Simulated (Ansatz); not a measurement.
Ge:
```xyz
8
Lattice="4.0022 0.0000 0.0000 -2.0011 3.4660 0.0000 0.0000 0.0000 13.1411" Properties=species:S:1:pos:R:3 pbc="T T T"
Ge     0.0000     0.0000     5.3459
Ge     0.0000     0.0000     7.7952
Ge     0.0000     0.0000    11.9164
Ge     0.0000     0.0000     1.2246
Ge     0.0000     2.3107     4.5221
Ge     2.0011     1.1553     8.6190
Ge     2.0011     1.1553    11.0926
Ge     0.0000     2.3107     2.0485
```

Relaxed with r²SCAN. Special points in fractions of this cell's reciprocal vectors: Γ (0.000, 0.000, 0.000); M (0.500, 0.000, 0.000); K (0.333, 0.333, 0.000); A (0.000, 0.000, 0.500); L (0.500, 0.000, 0.500); H (0.333, 0.333, 0.500).

**Question.** List the band energies nearest the valence-band maximum at these points for r²SCAN in the plane-wave PAW code Ansatz.

**Answer.** In eV from the valence-band maximum; about four levels below and three above (degenerate sets whole), none deeper than 8.9 eV; points with the same levels are listed once.

| k | below | above |
|---|---|---|
| Γ | -0.93 -0.93 -0.15 0.00 0.00 | 0.27 0.35 0.75 |
| M | -2.56 -2.56 -1.94 -1.55 | 0.46 0.58 0.80 |
| K | -3.63 -2.85 -2.85 -2.17 | 1.59 2.49 2.49 |
| A | -0.36 -0.36 -0.36 -0.36 | 0.43 0.43 1.42 1.42 |
| L | -2.71 -2.71 -1.91 -1.91 | 0.86 0.86 1.54 1.54 |
| H | -2.98 -2.98 -2.61 -2.61 | 1.59 1.59 2.98 2.98 |

Space group P6_3/mmc. The first step of the workflow began from a Materials Project structure, measured or hypothetical; the Crystallography Open Database copy checked does not list it. It is not the phase usual at ambient conditions (space group No. 227). The cell was relaxed with r²SCAN under the symmetry of its start; of distortions, only those at the zone centre were tested. Scalar-relativistic: spin–orbit coupling is off unless named, which matters more the heavier the elements.

Potentials: the earlier of the program's two PAW sets.
